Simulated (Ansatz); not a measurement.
Consider the following.

Be$_{3}$Al:
```
CELL_PARAMETERS angstrom
      3.46686     0.00000     0.00000
      0.00000     3.46686     0.00000
      0.00000     0.00000     3.46686
ATOMIC_POSITIONS crystal
  Be 0.00000 0.50000 0.50000
  Be 0.50000 0.50000 0.00000
  Be 0.50000 0.00000 0.50000
  Al 0.00000 0.00000 0.00000
```

This is the PBEsol-relaxed structure.

Task: All from PBEsol (plane waves, PAW; program Ansatz), unless another level is named. Give the density of states at the Fermi level.

Result: 0.39 states/eV per atom (mean over ±0.08 eV).

Task: What about the formation energy from the elements (no fitted shifts)?

Result: 0.29 eV/atom.

Space group Pm-3m (Cu3Au type). A made-up cell: these elements were put on the sites of a structure type; neither database checked (COD, Materials Project) lists it. Whether it is the stable phase at ambient conditions was not checked. The cell was relaxed with PBEsol under the symmetry of its start; its stability against distortions is not shown here. The references are the lowest solids computed at this level, not always the standard phases.

Potentials: the earlier of the program's two PAW sets. The files were generated under PBE; for other functionals the program regenerates the frozen cores, and for LDA and PBEsol the local potential too.
